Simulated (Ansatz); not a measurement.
BeRh:
```cif
data_BeRh
_chemical_formula_sum 'Be1 Rh1'
_space_group_name_H-M_alt 'P 1'
_space_group_IT_number 1
_cell_length_a 2.75267
_cell_length_b 2.75267
_cell_length_c 2.75267
_cell_angle_alpha 90.000
_cell_angle_beta 90.000
_cell_angle_gamma 90.000
loop_
_space_group_symop_operation_xyz
  'x, y, z'
loop_
_atom_site_label
_atom_site_type_symbol
_atom_site_fract_x
_atom_site_fract_y
_atom_site_fract_z
_atom_site_occupancy
Be1 Be 0.50000 0.50000 0.50000 1
Rh1 Rh 0.00000 0.00000 0.00000 1
```

This is the PBEsol-relaxed structure.

Task: All from PBEsol in the plane-wave PAW code Ansatz, unless another level is named. Estimate the bulk modulus (Birch–Murnaghan fit).

Result: 228 GPa.

Task: What about the highest zone-centre frequency?

Result: 437 cm⁻¹.

Task: Give the elastic constants (relaxed ions, GPa).

Result: C11 = 409, C12 = 138, C44 = 106.

Space group Pm-3m (CsCl type). The cell is a constructed one: a structure type filled with these elements; the Crystallography Open Database copy checked does not list it. Its standing as an ambient phase is unchecked. Symmetry was held in the PBEsol relaxation; its stability against distortions is not shown here. The run is not spin-polarised. As this level gives no gap, shear constants depend on the k-mesh and smearing (Fermi–Dirac, 0.1 eV here). As this level gives no gap, phonon frequencies hold no LO–TO term and depend on the k-mesh and smearing (Fermi–Dirac, 0.1 eV here).

Potentials: the earlier of the program's two PAW sets. The files were generated under PBE; for other functionals the program regenerates the frozen cores, and for LDA and PBEsol the local potential too.
